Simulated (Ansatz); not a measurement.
## Bands of LuAg$_{2}$

```xyz
3
Lattice="-1.8189 1.8189 4.5275 1.8189 -1.8189 4.5275 1.8189 1.8189 -4.5275" Properties=species:S:1:pos:R:3 pbc="T T T"
Lu    0.0000    0.0000    0.0000
Ag    0.0000    0.0000    6.0522
Ag    0.0000    0.0000    3.0027
```

Atoms are numbered in the order listed.

The cell is the one relaxed in the Materials Project (mp-1018131), not relaxed further here; entries there can be hypothetical.

Spin–orbit coupling is left out, though it moves levels of the heavy atoms by tenths of an eV or more.

Level of theory: DFT, LDA, all-electron LAPW, scalar-relativistic (Ansatz 0.2.0).

Sampling and basis: a Γ-centred 14×14×14 k mesh, Fermi–Dirac smearing of 0.08 eV, basis error target 1 meV/atom, no spin polarisation.

Points in fractions of the reciprocal vectors of this cell: Γ (0, 0, 0), X (0, 0, 0.5), P (0.25, 0.25, 0.25), N (0, 0.5, 0), M (0.5, 0.5, -0.5), S (0.29, 0.71, -0.29), S0 (-0.29, 0.29, 0.29). The path joins them by straight lines in the order Γ–X–P–N–Γ–M–S–S0–Γ; legs that retrace an earlier one aren't tabulated. Energies are in eV from the Fermi level.

List the levels at Γ between -20 and 4.5 eV.

-7.47, -5.82, -5.31, -5.29, -5.24 (×2), -5.19, -5.12 (×2), -5.12, -5.08, -5.02, -4.84 (×2), -4.82, -4.56 (×2), -3.96, -1.01, 1.06, 2.07 (×2), 2.57.

List the levels at M between -20 and 4.5 eV.

-6.06, -6.01, -5.63, -5.44, -5.40 (×2), -5.25, -5.22, -5.13 (×3), -4.89 (×2), -4.83, -4.40 (×2), -4.38, -4.20, -3.52, 1.12, 3.28, 3.74 (×2).

List the levels at S between -20 and 4.5 eV.

-6.08, -5.79, -5.62, -5.53 (×2), -5.25, -5.18, -5.17, -5.14 (×2), -5.13, -5.07, -4.98, -4.28, -4.22, -4.07, -3.95, -2.61, -2.27, -1.76, 1.76, 2.30, 2.58, 4.31.

What is the band gap?

none: with an odd electron count and no spin polarisation the bands can't all be full, a metal in this set-up (spin order or a larger cell could open a gap).
